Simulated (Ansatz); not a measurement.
Given:

ScB12:
```
CELL_PARAMETERS angstrom
      0.00000     3.68708     3.68708
      3.68708     0.00000     3.68708
      3.68708     3.68708     0.00000
ATOMIC_POSITIONS crystal
  Sc 0.00000 0.00000 0.00000
  B  0.83846 0.16154 0.50000
  B  0.16154 0.83846 0.50000
  B  0.50000 0.50000 0.16154
  B  0.50000 0.50000 0.83846
  B  0.50000 0.83846 0.16154
  B  0.50000 0.16154 0.83846
  B  0.16154 0.50000 0.50000
  B  0.83846 0.50000 0.50000
  B  0.16154 0.50000 0.83846
  B  0.83846 0.50000 0.16154
  B  0.50000 0.16154 0.50000
  B  0.50000 0.83846 0.50000
```

This is the PBEsol-relaxed structure.

**Question.** All from PBEsol in the plane-wave PAW code Ansatz, unless another level is named. Predict the electronic character.

**Answer.** metallic (no gap).

**Question.** Give the formation energy from the elements (no fitted shifts).

**Answer.** -0.22 eV/atom.

**Question.** What about the density of states at the Fermi level?

**Answer.** 0.08 states/eV per atom (mean over ±0.08 eV).

Space group Fm-3m. The first step of the workflow began from a Materials Project structure, measured or hypothetical; the Crystallography Open Database files this formula in space group No. 225, but the cells were not matched. Whether it is the stable phase at ambient conditions was not checked. Symmetry was held in the PBEsol relaxation. At this level the phase is dynamically unstable (imaginary phonons). The run is not spin-polarised. The references are the lowest solids computed at this level, not always the standard phases.

Potentials: the later of the program's two PAW sets.
